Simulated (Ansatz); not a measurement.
# Ca5Ti2N6, one structure, two calculations

Cell: a Materials Project structure (computed, not necessarily an observed phase), taken as it stands.

```
Ca Ti N
1.0
     5.15285   -3.27696    0.00000
     5.15285    3.27696    0.00000
    -3.03298    0.00000   12.53446
Ca Ti N
10 4 12
Direct
  0.28330 0.77284 0.00733
  0.22716 0.71670 0.49267
  0.71670 0.22716 0.99267
  0.77284 0.28330 0.50733
  0.30423 0.00887 0.72567
  0.99113 0.69577 0.77433
  0.69577 0.99113 0.27433
  0.00887 0.30423 0.22567
  0.65791 0.34209 0.75000
  0.34209 0.65791 0.25000
  0.68489 0.86386 0.56844
  0.13614 0.31511 0.93156
  0.31511 0.13614 0.43156
  0.86386 0.68489 0.06844
  0.96058 0.93992 0.62379
  0.06008 0.03942 0.87621
  0.03942 0.06008 0.37621
  0.93992 0.96058 0.12379
  0.64204 0.64282 0.64258
  0.35718 0.35796 0.85742
  0.35796 0.35718 0.35742
  0.64282 0.64204 0.14258
  0.40632 0.17329 0.58615
  0.82671 0.59368 0.91385
  0.59368 0.82671 0.41385
  0.17329 0.40632 0.08615
```

Atom numbers follow the list; atoms alike are taken as one site, whose name carries the number of the first.

First run. All values are calculated (Ansatz; DFT, PBE, plane waves and PAW, scalar-relativistic, 420 eV cutoff, Γ-centred 5×5×3 k-points, Fermi–Dirac smearing 0.02 eV), not measured.

```tsv
site	atom	V_zz (10²¹ V/m²)	η
Ca1	1	-4.97	0.58
Ca5	5	4.53	0.19
Ca9	9	2.30	0.85
Ti	11	6.87	0.19
N15	15	-2.70	0.54
N19	19	-2.58	0.19
N23	23	1.49	0.90
```

Second run. The same atoms and settings, except that the functional is r2SCAN and the cutoff is 500 eV.

Question: Given the first result, estimate the second.

Answer: 

| site | atom | V_zz | η | change of V_zz |
| --- | --- | --- | --- | --- |
| Ca1 | 1 | -5.18 | 0.60 | -0.21 |
| Ca5 | 5 | 4.58 | 0.18 | +0.05 |
| Ca9 | 9 | 2.33 | 0.84 | +0.03 |
| Ti | 11 | 6.70 | 0.20 | -0.17 |
| N15 | 15 | -2.71 | 0.61 | -0.01 |
| N19 | 19 | -2.60 | 0.24 | -0.02 |
| N23 | 23 | -1.50 | 0.91 | – |

The largest change of V_zz along a kept axis is on Ca1, from -4.97 to -5.18. In per cent, |V_zz| changes by +1 to +4 on Ca, -2 on Ti, 0 to +1 on N (all sites that start above 0.5, bar those whose gradient vanishes or changes sign or whose main axis turns by over 40°). On N23 the largest principal value lies along another axis in the second run, so the two V_zz can't be compared directly.

For the second run: The largest force is 0.3 eV/Å, so the atoms aren't at the calculated equilibrium and relaxing them would move these values.
